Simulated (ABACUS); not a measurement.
Band structure of CdS (P6_3mc, 4 atoms in the cell; from Materials Project mp-672).

```xyz
4
Lattice="4.1688 0.0000 0.0000 -2.0844 3.6103 0.0000 0.0000 0.0000 6.7796" Properties=species:S:1:pos:R:3 pbc="T T T"
Cd     2.0844     1.2034     3.3913
Cd     0.0000     2.4069     0.0015
S      2.0844     1.2034     5.9442
S      0.0000     2.4069     2.5544
```

All values come from this method and carry its errors: PBE, PseudoDojo 0.5 standard norm-conserving PBE (tails mended) pseudopotentials (plane waves; ABACUS).

Settings: KPT = MP 5 5 3 0 0 0; basis_type = pw; ecutwfc = 102 Ry; smearing_method = gaussian; smearing_sigma = 0.00146997 Ry; potentials = PseudoDojo 0.5 standard norm-conserving PBE (tails mended); symmetry = 1; nbands = 32; ks_solver = dav_subspace; scf_nmax = 100; scf_thr = 1.0e-09 Ry; mixing_type = broyden; mixing_beta = 0.7.

The structure comes from a collection of computed structures, made at another level of theory; the collection holds predicted forms beside known ones.

**Question.** Predict the gap along the standard path and the places of the band edges.

**Answer.** The gap along the path is 1.16 eV, direct at Γ to within 0.01 eV.

Points are given in units of this cell's reciprocal vectors. Levels in eV from the top of the valence band on the path, bands 23 to 30:
| point | 23 | 24 | 25 | 26 | 27 | 28 | 29 | 30 |
|---|---|---|---|---|---|---|---|---|
| Γ (0 0 0) | -0.72 | -0.04 | 0.00 | 0.00 | 1.16 | 2.76 | 6.47 | 6.47 |
| M (0.5 0 0) | -2.53 | -1.79 | -1.23 | -0.72 | 3.67 | 3.88 | 5.12 | 6.31 |
| K (0.333 0.333 0) | -2.96 | -1.76 | -1.76 | -1.57 | 4.71 | 5.01 | 5.01 | 7.13 |
| A (0 0 0.5) | -0.37 | -0.37 | -0.37 | -0.37 | 2.80 | 2.80 | 6.14 | 6.14 |
| L (0.5 0 0.5) | -1.28 | -1.28 | -1.27 | -1.27 | 3.47 | 3.47 | 5.36 | 5.36 |
| H (0.333 0.333 0.5) | -2.32 | -2.32 | -1.07 | -1.07 | 4.35 | 4.35 | 6.11 | 6.11 |

“Tails mended”: in these copies of the files the far tail of each local potential was reset to the Coulomb form.
